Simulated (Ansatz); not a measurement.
K$_{2}$TiCl$_{6}$ (space group Fm-3m)

```
CELL_PARAMETERS angstrom
      0.00000     4.86625     4.86625
      4.86625     0.00000     4.86625
      4.86625     4.86625     0.00000
ATOMIC_POSITIONS crystal
  K  0.25000 0.25000 0.25000
  K  0.75000 0.75000 0.75000
  Ti 0.00000 0.00000 0.00000
  Cl 0.76029 0.23971 0.76029
  Cl 0.23971 0.76029 0.23971
  Cl 0.76029 0.23971 0.23971
  Cl 0.23971 0.76029 0.76029
  Cl 0.76029 0.76029 0.23971
  Cl 0.23971 0.23971 0.76029
```

E(V) scan at fixed shape, V₀ the volume above. The atoms relax within the cell's symmetry.

All values below come from PBEsol (plane waves to 420 eV, PAW, scalar-relativistic; Ansatz, an electronic-structure program). k mesh 6×6×6 (Γ-centred), Fermi-Dirac smearing 0.05 eV. Stress and pressure are positive under compression. K2TiCl6 is run without spin polarisation. K2TiCl6 was relaxed with its symmetry unable to fall.

At one point of the scan the stress tensor (GPa) is:

```
  -1.31     0.00     0.00
   0.00    -1.31     0.00
   0.00     0.00    -1.31
```

### Question
Which point is it?
A) V/V₀ = 1.120
B) V/V₀ = 1.040
C) V/V₀ = 1.080
D) V/V₀ = 1.160

### Answer
D, V/V₀ = 1.160

(Under strain, the slope of the energy per volume gives the stress and its curvature an elastic modulus.)
